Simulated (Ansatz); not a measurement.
**Fe2B: enthalpy against pressure**

Fe2B, P4/mmm, a = 3.446 Å, c = 2.457 Å. The structure is a COD entry; whether it is the stable form wasn't checked. Ansatz: PBEsol, PAW, 420 eV, Γ-centred 10×10×10 mesh on 6 atoms, Gaussian smearing 0.10 eV; collinear spin, largest moment 1.9 μB. Cell and atoms are relaxed at each pressure, and no other structure is tried, so the rows at high pressure may lie past a change of phase. y is the enthalpy over the state at zero pressure; there V0 = 9.728 Å³/atom. The pressures are the targets, met within 0.04 GPa.

| P (GPa) | y (eV/atom) |
| --- | --- |
| -2.0 | -0.1220 |
| 0.0 | 0.0000 |
| 2.0 | 0.1209 |
| 5.0 | 0.3003 |
| 10.0 | ? |
| 20.0 | 1.1671 |
| 40.0 | 2.2593 |

Task: Fit y = c1 P + c2 P² + c3 P³ to the other rows, say what c1 and c2 mean, and predict the missing value.

Result: Least squares on the rows shown. y = 0.060703 P − 0.00012930 P² + 5.9484×10⁻⁷ P³. Since dH/dP = V, c1 is V0: 0.060703 eV/GPa × 160.2 = 9.725 Å³ against 9.728; c2 = −V0/(2B0) gives B0 = 235 GPa, where a Birch–Murnaghan fit to the volumes of the same runs (not shown) gives 226 GPa. At P = 10.0 the fit asked for gives 0.5947 eV/atom. The run gave 0.5945 eV/atom, so the fit is 0.0002 eV/atom too high, a small miss on the scale of the series.

Only parallel moments were tried here. The mesh isn't the same in all rows (10×10×10, 12×12×12).